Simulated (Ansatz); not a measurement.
Theory: DFT PBE, scalar-relativistic, plane waves, PAW in Ansatz. Plane waves to 420 eV, an 8×8×2 mesh through Γ for the 12-atom cell and 0.02 eV Gaussian smearing; no spin polarisation.

Formation energies are uncorrected and refer to the elements' standard structures at the same level. The references include black phosphorus.

Question: Give a relaxed trial structure of a tetragonal semiconductor with formula Al5GaP6, with a gap near 1.6 eV, a formation energy near −0.60 eV/atom and a density near 2.59 g/cm³, in a cell of 12 atoms.

Answer: Al5GaP6, space group P-4m2 (No. 115). Al on a site of symmetry 2mm has 4 P at 2.38 Å; Al on a second site of symmetry 2mm has 4 P at 2.38 Å; Ga is surrounded by 4 P at 2.39 Å; P on its first site is surrounded by 4 Al at 2.38 Å; 3 more sites not described.

```cif
data_structure
_symmetry_space_group_name_H-M 'P 1'
_symmetry_Int_Tables_number 1
_cell_length_a 3.8945
_cell_length_b 3.8945
_cell_length_c 16.5182
_cell_angle_alpha 90.000
_cell_angle_beta 90.000
_cell_angle_gamma 90.000
_cell_volume 250.53
loop_
_atom_site_label
_atom_site_type_symbol
_atom_site_fract_x
_atom_site_fract_y
_atom_site_fract_z
_atom_site_occupancy
Al1 Al 0.50000 0.50000 0.83335 1
Al2 Al 0.00000 0.00000 0.66669 1
Al3 Al 0.50000 0.50000 0.50000 1
Al4 Al 0.00000 0.00000 0.33331 1
Al5 Al 0.50000 0.50000 0.16665 1
Ga1 Ga 0.00000 0.00000 0.00000 1
P1 P 0.50000 0.00000 0.75004 1
P2 P 0.00000 0.50000 0.58334 1
P3 P 0.50000 0.00000 0.41666 1
P4 P 0.00000 0.50000 0.24996 1
P5 P 0.50000 0.00000 0.08369 1
P6 P 0.00000 0.50000 0.91631 1
```

| Item | Value |
| --- | --- |
| Volume per atom | 20.88 Å³ |
| Density | 2.59 g/cm³ |
| Energy over the elements | −0.599 eV/atom |
| Gap on the 8×8×2 mesh of the 12-atom cell | 1.62 eV |

It was reached by relaxing an invented guess, and it needn't be the stable form of this composition. Other answers may fit too; this one was computed.

Kohn–Sham gaps at this level usually fall short of measured ones. The reference form of P is held partly by dispersion forces, which this level lacks. A later test with randomly moved atoms came back to the same energy, though modes that don't fit the test's cell weren't probed.
